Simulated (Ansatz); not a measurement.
SiC (zinc blende, F-43m) under volume change, DFT-LDA in the program Ansatz with PAW potentials, scaled uniformly.

| V (Å³/atom) | E − E(relaxed) (meV/atom) | P (GPa) |
|---|---|---|
| 9.228 | ? | ? |
| 9.532 | 29.0 | 16.04 |
| 9.837 | 6.9 | 7.44 |
| 10.141 | 0.0 | 0.01 |
| 10.445 | 6.2 | -6.41 |
| 10.749 | ? | ? |
| 11.054 | 51.1 | -16.74 |

Complete the blanks.


- 9.228, E − E(relaxed) (meV/atom): 68.7
- 9.228, P (GPa): 26.00
- 10.749, E − E(relaxed) (meV/atom): 23.8
- 10.749, P (GPa): -11.95

What does a third-order Birch–Murnaghan fit give for V₀, B₀ and B′?

V₀ = 10.14 Å³/atom, B₀ = 230 GPa, B′ = 3.9.

Symmetry was held in the LDA relaxation.

Potentials: the earlier of the program's two PAW sets. The files were generated under PBE; for other functionals the program regenerates the frozen cores, and for LDA and PBEsol the local potential too.
